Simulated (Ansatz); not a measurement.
**Ni (fcc)**

The computed numbers are results of PBEsol, scalar-relativistic (collinear spin) in the plane-wave PAW code Ansatz at 420 eV, Γ-centred 20×20×20 mesh, 0.05 eV Gaussian smearing. The datasets are Ansatz's generated set soft_2.

```
Ni
1.0
     0.00000    1.73157    1.73157
     1.73157    0.00000    1.73157
     1.73157    1.73157    0.00000
Ni
1
Direct
  0.00000 0.00000 0.00000
```

The geometry is fixed. Moments are started on Ni in several ways. q is the propagation vector of an order in a doubled cell, in units of this cell's reciprocal vectors; doubled cells take an equivalent mesh or are counted from a ferromagnetic run in the same cell, unless said otherwise. Energies count from the first row, the state in which the cell was relaxed.

The starts:
- ferromagnetic
- no spin polarisation
- antiparallel, q = (0, 0, 1/2)
- antiparallel, q = (0, 1/2, 1/2)
- small parallel moments

Problem. Which start ends lowest, and how far above it lies the solution without spin polarisation?

Solution. Lowest, alike within 0.5 meV/atom: ferromagnetic; antiparallel, q = (0, 0, 1/2) (which ended parallel); antiparallel, q = (0, 1/2, 1/2) (which ended parallel); small parallel moments (which grew into the full parallel moments). Without spin polarisation the energy is 54 meV/atom higher.

| start | largest typed moment (μB) | ΔE (meV/atom) | gap on the mesh (eV) | P (GPa) | final spin moments (μB) |
| --- | --- | --- | --- | --- | --- |
| ferromagnetic | 0.73 | 0.0 | metal | 0.0 | Ni 0.67 |
| no spin polarisation | 0.00 | 53.8 | metal | -1.5 | none |
| antiparallel, q = (0, 0, 1/2) | 0.80 | 0.0 | metal | 0.0 | Ni -0.67 |
| antiparallel, q = (0, 1/2, 1/2) | 0.80 | 0.0 | metal | 0.0 | Ni -0.67 |
| small parallel moments | 0.50 | 0.0 | metal | 0.0 | Ni 0.67 |

These starts lost their opposed signs and ended with parallel moments: antiparallel, q = (0, 0, 1/2); antiparallel, q = (0, 1/2, 1/2).

Without spin polarisation the pressure is 1.4 GPa lower than in the lowest state, so the magnetic solution wants the larger cell.

Only orders that fit these small cells were tried.

Site moments are of spin, integrated over atomic spheres.
